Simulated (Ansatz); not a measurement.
Crystals of one structure type (wurtzite) and one family of elements, relaxed and computed with plane-wave PAW HSE06 (Ansatz code).

| crystal | V (Å³/atom) | B₀ by P(V) fit (GPa) |
|---|---|---|
| AlN | 10.37 | 212 |
| BP | 11.57 | 175 |
| BiB | 20.19 | 85.8 |
| AlP | 20.53 | 90.6 |
| GaAs | 22.94 | ? |
| GaSb | 28.91 | 53.4 |
| InSb | 35.09 | 44.1 |

### Question
Fit a straight line to ln B₀ against ln V and predict the withheld value.

### Answer
Least squares on the 6 shown rows: ln B₀ = -1.29 × ln V + (8.354), with a scatter of 3.3 %. For GaAs this gives 74.6. The run itself gave 71.9, a miss of 3.8 % of that.

Constructed cells (a structure type filled with these elements, in neither database checked): BiB, wurtzite; InSb, wurtzite. Built on a structure type that need not be the filed one of that space group: BP, wurtzite; AlP, wurtzite; GaAs, wurtzite; GaSb, wurtzite. Not the usual ambient phase: BP, wurtzite; AlP, wurtzite; GaAs, wurtzite; GaSb, wurtzite; InSb, wurtzite. All cells were relaxed under the symmetry of their starts (and spin orders); stability against distortions was not tested throughout. Spin–orbit coupling is left out wherever it is not named.

Potentials: the later of the program's two PAW sets.
